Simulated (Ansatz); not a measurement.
## Ti$_{2}$BN: zone-centre modes

All numbers below come from DFT PBE, scalar-relativistic, plane waves, PAW in Ansatz 0.2.0. Settings: 420 eV plane-wave cutoff, Γ-centred 10×10×10 mesh, Gaussian smearing of 0.10 eV. No spin polarisation. Phonons by linear response, acoustic sum rule imposed.

Relaxed structure:
```xyz
8
Lattice="1.5699 -8.6084 0.0000 1.5699 8.6084 0.0000 0.0000 0.0000 3.0153" Properties=species:S:1:pos:R:3 pbc="T T T"
Ti    1.5699   -3.3167    0.7538
Ti    1.5699    7.3664    2.2615
Ti    1.5699    3.3167    2.2615
Ti    1.5699   -7.3664    0.7538
B     1.5699   -0.4681    0.7538
B     1.5699    0.4681    2.2615
N     1.5699    5.3553    2.2615
N     1.5699   -5.3553    0.7538
```

The cell was found from a proposed guess, not taken from experiment. In a metal, frequencies depend on the k mesh and the smearing, soft modes most.

Problem. Is this structure stable against zone-centre distortions?

Solution. Yes, at Γ: no optical mode is imaginary. Strains and other wave vectors aren't tested by this run.

Problem. List the optical modes at Γ (i marks imaginary ones).

Solution.
```csv
frequency (cm⁻¹),degeneracy
174,1
182,1
216,1
225,1
233,1
289,1
315,1
319,1
341,1
471,1
472,1
476,1
491,1
495,1
528,1
588,1
593,1
602,1
607,1
624,1
812,1
```
